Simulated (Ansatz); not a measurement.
## Fields on a plane of Bi (A7 type, space group R-3m)

```
Bi
1.0
    2.26684     1.30876     3.88461
   -2.26684     1.30876     3.88461
    0.00000    -2.61752     3.88461
Bi
2
Cartesian
  0.00000   0.00000   2.76432
  0.00000   0.00000   8.88950
```

The slice is a (1 -1 0 2) plane (indices of the conventional cell) through the point (0.237, 0.237, 0.237) (fractional), spanned by u = [1 0 -1] and v = [010] in vectors of this cell: u (4.53 Å) and v (4.68 Å, at 90° to u). It covers one period; positions are fractions (u, v).

Atoms on it: Bi at (0.00, 0.00); Bi at (0.50, 0.55), 0.2 Å off the plane. Other atoms lie within 1 Å of the plane.

The numbers are results of PBE-D3(BJ) (plane waves to 420 eV, PAW, scalar-relativistic; Ansatz, an electronic-structure program), not measurements. k mesh 13×13×13. Near the nuclei the fields are pseudised (PAW); where an atom keeps semicore shells as valence, they peak there. Bi was relaxed with its symmetry unable to fall. Spin-orbit coupling is left out, though Bi is heavy. The PAW data are Ansatz's earlier set.

```
v \ u  0.00  0.10  0.19  0.29  0.39  0.48  0.58  0.68  0.77  0.87  0.97
-----  ----  ----  ----  ----  ----  ----  ----  ----  ----  ----  ----
0.94      x  0.20  0.41  0.42  0.31  0.23  0.27  0.41  0.41  0.29     x
0.84   0.34  0.38  0.41  0.48  0.41  0.38  0.39  0.46  0.44  0.40  0.35
0.75   0.38  0.40  0.48  0.46  0.40  0.40  0.40  0.43  0.49  0.42  0.38
0.66   0.31  0.35  0.44  0.41  0.33  0.19  0.27  0.41  0.44  0.38  0.31
0.56   0.14  0.22  0.41  0.43  0.20     x     x  0.40  0.42  0.29  0.15
0.47   0.08  0.15  0.37  0.45  0.31     x  0.22  0.45  0.42  0.21  0.09
0.38   0.21  0.19  0.27  0.44  0.47  0.43  0.46  0.46  0.34  0.20  0.21
0.28   0.46  0.43  0.31  0.30  0.43  0.47  0.45  0.35  0.28  0.40  0.46
0.19   0.44  0.46  0.44  0.29  0.21  0.24  0.22  0.24  0.41  0.47  0.44
0.09      x  0.27  0.46  0.40  0.17  0.09  0.12  0.33  0.45  0.36     x
0.00      x     x  0.42  0.41  0.24  0.13  0.18  0.38  0.43  0.24     x
```

Values: electron localisation function (ELF). Points within 0.5 Å of a nucleus are blanked (x), as the pseudised field means little there.

```
v \ u  0.00  0.13  0.26  0.39  0.52  0.65  0.77  0.90
-----  ----  ----  ----  ----  ----  ----  ----  ----
0.88      x     x   1.3   5.4   5.1   5.2  <0.0     x
0.75   <0.0   1.4   2.9  <0.0     x  <0.0   3.4   0.1
0.62    6.9   6.2  <0.0     x     x     x   1.3   6.6
0.50    8.0   6.7  <0.0     x     x     x   1.0   7.4
0.38    7.0   6.7   3.1     x     x  <0.0   4.6   6.9
0.25   <0.0   1.7   5.4   5.0   4.0   5.3   4.9   0.3
0.12      x     x   1.6   7.1   7.8   6.5  <0.0     x
0.00      x     x  <0.0   6.9   7.9   5.9  <0.0     x
```

Values: electrostatic potential energy of an electron, from the cell's mean, in eV. Points within 1 Å of a nucleus are blanked (x), as the pseudised field means little there. Values under 0 eV are set to 0. The zero, the cell's mean, hangs on the PAW cores.
